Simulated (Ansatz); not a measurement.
Data:

Ti3AlC:
```
Ti3AlC
1.0
    4.10535     0.00000     0.00000
    0.00000     4.10535     0.00000
    0.00000     0.00000     4.10535
Ti Al C
3 1 1
Direct
  0.50000   0.50000   0.00000
  0.00000   0.50000   0.50000
  0.50000   0.00000   0.50000
  0.00000   0.00000   0.00000
  0.50000   0.50000   0.50000
```

This is the LDA-relaxed structure.

Problem. All from LDA in the plane-wave PAW code Ansatz, unless another level is named. Predict the electronic character.

Solution. metallic (no gap).

Problem. Next, the formation energy from the elements (no fitted shifts)?

Solution. -0.64 eV/atom.

Problem. And the density of states at the Fermi level?

Solution. 0.54 states/eV per atom (mean over ±0.08 eV).

Space group Pm-3m (anti-perovskite). The first step of the workflow began from a Materials Project structure, measured or hypothetical; the Crystallography Open Database copy checked does not list it. Its standing as an ambient phase is unchecked. Symmetry was held in the LDA relaxation; its stability against distortions is not shown here. The run is not spin-polarised. The references are the lowest solids computed at this level, not always the standard phases.

Potentials: the earlier of the program's two PAW sets. The files were generated under PBE; for other functionals the program regenerates the frozen cores, and for LDA and PBEsol the local potential too.
